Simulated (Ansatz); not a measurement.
## BaSrHfZrO6: Hf-179 nuclear quadrupole resonance

Cell: a computed structure from the Materials Project (it need not be an observed phase), taken as it stands.

```cif
data_BaSrHfZrO6
_symmetry_space_group_name_H-M 'P2_1'
_symmetry_Int_Tables_number 4
_cell_length_a 5.9178
_cell_length_b 5.9181
_cell_length_c 8.3699
_cell_angle_alpha 90.000
_cell_angle_beta 90.013
_cell_angle_gamma 90.000
loop_
_atom_site_label
_atom_site_type_symbol
_atom_site_symmetry_multiplicity
_atom_site_Wyckoff_symbol
_atom_site_fract_x
_atom_site_fract_y
_atom_site_fract_z
Ba Ba 2 a 0.7538 0.5069 0.4999
Sr Sr 2 a 0.7519 0.4896 0.0001
Zr Zr 2 a 0.7503 0.9997 0.7548
Hf Hf 2 a 0.2497 0.4997 0.7547
O9 O 2 a 0.0209 0.7674 0.7361
O11 O 2 a 0.4782 0.2320 0.7808
O13 O 2 a 0.9828 0.2708 0.7361
O15 O 2 a 0.5178 0.7283 0.7808
O17 O 2 a 0.8034 0.0075 0.0016
O19 O 2 a 0.7161 0.9982 0.4978
```

One atom of each set is listed.

The numbers come from a DFT calculation in Ansatz (r2SCAN, plane waves and PAW, scalar-relativistic, 500 eV cutoff, Γ-centred 4×4×3 k-points, Fermi–Dirac smearing 0.02 eV).

Hf-179: I = 9/2, Q = 3793 mb (year-2017 value). Static lattice, zero field.

**Question.** The simulated lines lie at 7.71, 8.38, 12.0, 16.1, 16.4 MHz. What are |C_Q|, η and |V_zz| at Hf?

**Answer.** For I = 9/2 and η = 0 the lines are |C_Q|/24 times 1, 2, 3 and 4; η shifts the lowest up most. At large η the states mix, and weaker lines appear at sums of the main ones; lines under 5 % of the strongest are left out. Here |C_Q| = 100 MHz, η = 0.43 and |V_zz| = 1.09 × 10²¹ V/m². The calculation gives V_zz negative; the lines don't show the sign. The site has 6 O at 2.06–2.12 Å.

The largest force is 0.3 eV/Å, so the atoms aren't at the calculated equilibrium and relaxing them would move these values. Without spin–orbit coupling the gradients at and beside Hf can be off by some per cent, at some sites by more.
